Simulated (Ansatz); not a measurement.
Data:

CaGaGeH:
```cif
data_HCaGaGe
_chemical_formula_sum 'Ca1 Ga1 Ge1 H1'
_space_group_name_H-M_alt 'P 1'
_space_group_IT_number 1
_cell_length_a 4.05464
_cell_length_b 4.05464
_cell_length_c 4.56616
_cell_angle_alpha 90.000
_cell_angle_beta 90.000
_cell_angle_gamma 120.000
loop_
_space_group_symop_operation_xyz
  'x, y, z'
loop_
_atom_site_label
_atom_site_type_symbol
_atom_site_fract_x
_atom_site_fract_y
_atom_site_fract_z
_atom_site_occupancy
Ca1 Ca 0.33333 0.66667 0.99561 1
Ga1 Ga 0.00000 0.00000 0.56239 1
Ge1 Ge 0.66667 0.33333 0.42185 1
H1 H 0.00000 0.00000 0.93895 1
```

This is the LDA-relaxed structure.

Q: All from LDA (plane waves, PAW; program Ansatz), unless another level is named. Give the Debye temperature from the elastic constants.

A: 410 K.

Q: Give the highest zone-centre frequency (without LO–TO term).

A: 1225 cm⁻¹.

Space group P3m1. The workflow started from a Materials Project entry (that database holds measured and hypothetical structures alike); the Crystallography Open Database files this formula in space group No. 156, but the cells were not matched. Whether it is the stable phase at ambient conditions was not checked. The LDA relaxation kept the symmetry of its start; of distortions, only those at the zone centre were tested.

Potentials: the later of the program's two PAW sets.
